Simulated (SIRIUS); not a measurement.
Set-up for a self-consistent single point of Te (P1, 4 atoms in the cell; from Materials Project mp-1178952, changed as shown).

```
Te
1.0
    3.13077     0.00000     0.00000
    0.00000     4.74291     0.00000
    0.00000     0.00000     8.98561
Te
4
Direct
  0.49301   0.54175   0.76411
  0.50240   0.44327   0.25874
  0.49815   0.00019   0.00739
  0.50644   0.01478   0.50976
```

All values come from this method and carry its errors: LDA (PW92), FP-LAPW (LAPW with two local orbitals a valence shell; core below -3 Ha), all-electron full potential with ZORA scalar-relativistic valence and Dirac core in SIRIUS.

SIRIUS settings:

- parameters.ngridk: 8 6 4
- basis: LAPW with two local orbitals a valence shell, core below -3 Ha
- unit_cell.atom_type_rmt: {Te: 2.4} bohr
- parameters.xc_functionals: [XC_LDA_X, XC_LDA_C_PW]
- parameters.aw_cutoff: 7
- parameters.pw_cutoff: 20 1/bohr
- parameters.smearing: fermi_dirac
- parameters.smearing_width: 0.00499791 Ha
- parameters.electronic_structure_method: full_potential_lapwlo
- parameters.lmax_apw: 8
- parameters.lmax_rho: 8
- parameters.lmax_pot: 8
- parameters.auto_rmt: 0
- parameters.num_fv_states: 38
- parameters.num_mag_dims: 0
- parameters.num_dft_iter: 100
- parameters.energy_tol: 1e-07 Ha
- parameters.density_tol: 1e-06
- mixer.type: anderson
- mixer.beta: 0.2
- mixer.use_hartree: false

Results:

- Number of valence electrons = 64
- Number of bands = 38
- Number of k-points after the program's reduction = 100
- Size of the basis = 458
- Number of SCF iterations = 16
- FFT grid = 40 × 60 × 120
- Free energy E − TS = -739201.5517 eV
- Fermi level (on the code's own zero) = 5.23 eV
- Largest force (vector length) = 0.257 eV/Å

Forces (eV/Å):
```
atom      Fx      Fy      Fz
----  ------  ------  ------
Te1    0.029   0.155  -0.112
Te2    0.005   0.257   0.005
Te3   -0.006  -0.205   0.026
Te4   -0.028  -0.206   0.082
```

For comparison: a first run was changed to give this one (atoms moved at random), and from it to this one the free energy goes up by 4.6 meV/atom and the largest force goes from 0.045 to 0.257 eV/Å.

The structure comes from a collection of computed structures, made at another level of theory; the collection holds predicted forms beside known ones. No clean gap shows at this smearing width and mesh (spacing up to 0.25 Å⁻¹); the mesh is coarse for partly filled bands, so the values carry mesh errors. Semi-local functionals can close small gaps. Values depend on the basis (sphere radii, cutoffs, local orbitals), which need not be converged.

Cost on one core: about 4 core-minutes (a rough figure).
